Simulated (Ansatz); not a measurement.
A plane-wave DFT run in Ansatz 0.2.0 (scalar-relativistic PAW potentials unless the input names others): input and command.

```yaml
crystal:
  lattice:
    - [5.3774542787, 0.0, 0.0]
    - [0.0, 5.3774542787, 0.0]
    - [0.0, 0.0, 3.801860175]
  atoms:
    - { symbol: In, position: [0.0, 0.0, 0.0] }
    - { symbol: Sb, position: [0.5, 0.0, 0.5] }
    - { symbol: Sb, position: [0.0, 0.5, 0.5] }
    - { symbol: Sb, position: [0.5, 0.5, 0.0] }
basis:
  ecutwfc: 500
kpoints:
  mp_grid: { grid: [12, 12, 12] }
hamiltonian:
  xc: r2scan
scf:
  occupations: { method: gaussian, width: 0.15 }
  mixing: { algorithm: broyden, beta: 0.5, ndim: 8 }
output:
  forces: true
  eigenvalues: true
  stress: true
```

```bash
ansatz run input.yaml --threads 1 --pin off --max-ram 2560MiB --backend cpu --events-out ev --progress --plain --runs-dir out
```

Abridged log:
```
Basis set: ecut = 500 eV, 2737 PW (Γ), exchange–correlation on 160×160×120 points (64 copies of the dense FFT grid, shifted against one another)
Bands: 35, of which v1, the nominal top of the filled ones, is band 29 counted from 1 (28 counted from 0)
Symmetry: 16 space group operations
k-points: 196 of 1728
SCF iter   1: F=—  HF=-25108.209169 eV  |F-HF|=—  |Δ(HF+E_count)|=         —  Δρ=6.01e-3  dr2=1.92e-2  dr2_τ=1.35e-3  ethr=1.77e-3  ⟨swp⟩=8.9  Hψ=31184  notcnv=0
SCF iter   2: F=—  HF=-25108.243702 eV  |F-HF|=—  |Δ(HF+E_count)|=   3.45e-2  Δρ=2.93e-3  dr2=6.33e-3  dr2_τ=1.33e-4  ethr=3.31e-5  ⟨swp⟩=2.0  Hψ=13729  notcnv=0  κ⁻¹=1.0e0(r=1)
SCF iter   3: F=—  HF=-25108.246214 eV  |F-HF|=—  |Δ(HF+E_count)|=   2.51e-3  Δρ=1.28e-3  dr2=1.92e-3  dr2_τ=3.68e-5  ethr=1.09e-5  ⟨swp⟩=2.0  Hψ=7862  notcnv=0  κ⁻¹=9.6e-2(r=2)
SCF iter   4: F=—  HF=-25108.247049 eV  |F-HF|=—  |Δ(HF+E_count)|=   8.35e-4  Δρ=4.54e-4  dr2=3.00e-4  dr2_τ=3.21e-6  ethr=3.30e-6  ⟨swp⟩=2.0  Hψ=8428  notcnv=0  κ⁻¹=1.5e-2(r=3)
SCF iter   5: F=—  HF=-25108.247124 eV  |F-HF|=—  |Δ(HF+E_count)|=   7.54e-5  Δρ=1.88e-4  dr2=3.80e-5  dr2_τ=9.66e-7  ethr=5.17e-7  ⟨swp⟩=2.0  Hψ=9027  notcnv=0  κ⁻¹=3.6e-3(r=4)
SCF iter   6: F=—  HF=-25108.247132 eV  |F-HF|=—  |Δ(HF+E_count)|=   8.11e-6  Δρ=6.01e-5  dr2=3.38e-6  dr2_τ=5.26e-8  ethr=6.56e-8  ⟨swp⟩=2.0  Hψ=9421  notcnv=0  κ⁻¹=1.3e-4(r=5)
SCF iter   7: F=—  HF=-25108.247135 eV  |F-HF|=—  |Δ(HF+E_count)|=   2.56e-6  Δρ=2.01e-5  dr2=3.96e-7  dr2_τ=4.70e-9  ethr=5.82e-9  ⟨swp⟩=2.0  Hψ=9440  notcnv=0  κ⁻¹=8.6e-6(r=6)
SCF iter   8: F=—  HF=-25108.247135 eV  |F-HF|=—  |Δ(HF+E_count)|=   2.24e-7  Δρ=1.71e-5  dr2=1.99e-7  dr2_τ=3.75e-9  ethr=1.72e-10  ⟨swp⟩=9.3  Hψ=30629  notcnv=0  κ⁻¹=3.1e-6(r=7)
SCF iter   9: F=-25108.247135 eV  HF=-25108.247135 eV  |F-HF|=2.81e-8  |Δ(HF+E_count)|=   2.84e-8  Δρ=4.19e-6  dr2=1.52e-8  dr2_τ=3.15e-10  ethr=1.72e-10  ⟨swp⟩=3.0  Hψ=24579  notcnv=0
SCF 1 converged in 9 iterations: F = -25108.247135 eV  dr2 = 1.52e-8
SCF converged after 9 iterations
Stability not checked: this state was not tested for a lower state beside it, because the mixer in use, unlike msr1, does not test its closes by its own steps (another_mixer; see scf.mixing.algorithm and scf.lower_state_search)
Free energy (F): -25108.247135 eV
Harris-Foulkes:  -25108.247135 eV  (|F-HF|=2.81e-8)
Internal energy: -25108.222878 eV  (E = F + TS)
E sigma→0 (E₀):  -25108.235006 eV
Entropy (-TS):   -0.024257 eV (-6.064 meV/atom)
Fermi energy:    10.698193 eV
--- Forces (eV/Å), atoms counted from 1 ---
  atom   1  In     0.00000000     0.00000000     0.00000000
  atom   2  Sb     0.00000000     0.00000000     0.00000000
  atom   3  Sb     0.00000000     0.00000000     0.00000000
  atom   4  Sb     0.00000000     0.00000000     0.00000000
--- Stress (GPa, compression-positive) ---
       -1.299639       0.000000       0.000000
        0.000000      -1.299639       0.000000
        0.000000       0.000000      -0.889280
  P = ⅓ Tr σ = -1.1629 GPa (-11.629 kbar)
```

Apart from outputs and empty bands, the input differs from a reference run on usual settings in scf.mixing.algorithm: not typed → "broyden"; scf.mixing.beta: not typed → 0.5; scf.mixing.ndim: not typed → 8. The reference, at the same geometry (not necessarily relaxed), gave pressure -1.16 GPa, largest force 0.000 eV/Å, no gap on the mesh. This run converged in 9 SCF iterations (reference: 7) with an energy at zero smearing within 0.01 meV/atom of the reference's, pressure -1.16 GPa, largest force 0.000 eV/Å, no gap on the mesh.

It took 67 s on 1 thread of Intel(R) Xeon(R) 6975P-C (Granite Rapids), with other jobs on the host, peak memory 1 GiB.